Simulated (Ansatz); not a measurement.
SnTe2 in space group R-3m (No. 166; Sn on 3a, Te on 6c), the program Ansatz at the r²SCAN+D4 level (PAW), all energies at zero smearing, with the estimated change up to a 700 eV cutoff added, with one set of potentials and settings (totals compare only within such a set). Cell of 3 atoms (1 Sn, 2 Te): -20029.325 eV.

```
element              reference phase  E (eV/atom)
-------  ---------------------------  -----------
Sn        Fd-3m, 2 atoms in the cell   -6038.8147
Te       P3_121, 3 atoms in the cell   -6995.0583
```

Formation energy per atom, worked out: (-20029.325 − 1×(-6038.8147) − 2×(-6995.0583))/3 = -0.131 eV/atom (-13 kJ per mol of atoms), at 0 K, without zero-point energy or fitted corrections.

The cell is a constructed one: a structure type filled with these elements; neither database checked (COD, Materials Project) lists it. Its standing as an ambient phase is unchecked. The r²SCAN+D4 relaxation kept the symmetry of its start; whether a distortion lowers the energy is not shown. The references are the lowest solids computed at this level, not always the standard phases. Scalar-relativistic: spin–orbit coupling is off unless named, which matters more the heavier the elements.

Potentials: the earlier of the program's two PAW sets.
